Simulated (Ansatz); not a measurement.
# Mg (hcp, Mg type), map of one atom of the cell

Starting cell, Mg (hcp, Mg type):

```
CELL_PARAMETERS angstrom
      6.37284     0.00000     0.00000
     -1.59321     2.75952     0.00000
      0.00000     0.00000     5.22378
ATOMIC_POSITIONS crystal
  Mg 0.16667 0.66667 0.75000
  Mg 0.66667 0.66667 0.75000
  Mg 0.33333 0.33333 0.25000
  Mg 0.83333 0.33333 0.25000
```

Two-dimensional scan of atom 2 (Mg, nearest neighbour Mg at 3.186 Å; its periodic images, 3.2 Å or more away, move with it): u runs along (1.000, 0.000, 0.000), v along (0.000, 1.000, 0.000) (Cartesian). Cell and other atoms are fixed.

Level of theory: PBE (plane waves to 420 eV, PAW, scalar-relativistic; Ansatz, an electronic-structure program). k mesh 7×14×7 (Γ-centred), Fermi-Dirac smearing 0.05 eV. E stands for the smeared free energy. Stress and pressure are positive under compression. Points where atoms come too close for the PAW data are left out (x in tables, blank in figures). With partly filled bands, energies and forces of such displacements shift with the k mesh and the smearing. Mg was relaxed with its symmetry unable to fall. ΔE is measured from the undisplaced structure. Axes are in Å.

ΔE (meV/cell), with u across and v down:

| v \ u | -0.800 | -0.400 | 0.000 | 0.400 | 0.800 |
|---|---|---|---|---|---|
| -0.800 | x | 1283 | 553 | 439 | 961 |
| -0.400 | 1484 | 499 | 134 | 258 | 1000 |
| 0.000 | 1005 | 207 | 0 | 206 | 998 |
| 0.400 | 780 | 212 | 158 | 449 | 1242 |
| 0.800 | 688 | 478 | 720 | 1315 | x |

P (GPa), with u across and v down:

```csv
v \ u,-0.800,-0.400,0.000,0.400,0.800
-0.800,x,4.3,1.9,1.5,3.2
-0.400,5.5,2.0,0.5,0.9,3.4
0.000,3.6,0.8,0.0,0.8,3.6
0.400,2.6,0.8,0.6,1.9,4.8
0.800,2.3,1.7,2.5,4.5,x
```

What the scan shows:

- Lowest place on the grid: u = 0.000 Å, v = 0.000 Å (0 meV/cell)

(A displaced cell: forces are minus the slopes of the energy, force constants its curvatures, and phonons follow from these.)
